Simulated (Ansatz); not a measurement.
A geometry of Ir away from equilibrium: step 2 of the relaxation of a relaxed Ir cell, doubled along one cell vector, shaken by Gaussian noise of σ = 0.08 Å a coordinate. Method: PBE (plane waves to 420 eV, PAW, scalar-relativistic; Ansatz, a first-principles code). Γ-centred k-mesh 7×13×10 on the run's cell (coarser than for final values), Fermi–Dirac smearing 0.05 eV.

```yaml
crystal:
  lattice:
    - [-4.90795, 4.88700, 2.83301]
    - [2.41356, -2.43091, 1.32307]
    - [2.44284, 2.41978, -1.39431]
  atoms:
    - { symbol: Ir, position: [0.39276, 0.26093, 0.51591] }
    - { symbol: Ir, position: [0.88075, 0.26362, 0.51233] }
    - { symbol: Ir, position: [0.00938, 0.01827, 0.01823] }
    - { symbol: Ir, position: [0.50914, 0.99944, 0.01400] }
```

Give the Cartesian forces on all atoms (eV/Å).


| atom | Fx | Fy | Fz |
|---|---|---|---|
| Ir1 | -0.20 | -0.21 | -0.53 |
| Ir2 | -0.07 | 0.16 | 0.34 |
| Ir3 | 0.20 | 0.25 | 0.15 |
| Ir4 | 0.07 | -0.19 | 0.04 |

What is the pressure?

+0.7 GPa, compression positive.

How much energy per atom can still be gained by relaxing?

0.68 eV/atom; the path ends in Fm-3m (No. 225) (fcc (Cu type)).

No spin polarisation in the result.

Of the parent cell (I4₁/amd (No. 141)): it is a generated cell of Ir: the first start was made by placing the elements on the sites of a structure type, and the end was not matched to a known phase here, so it may be hypothetical. Known forms of Ir include space group No. 225.
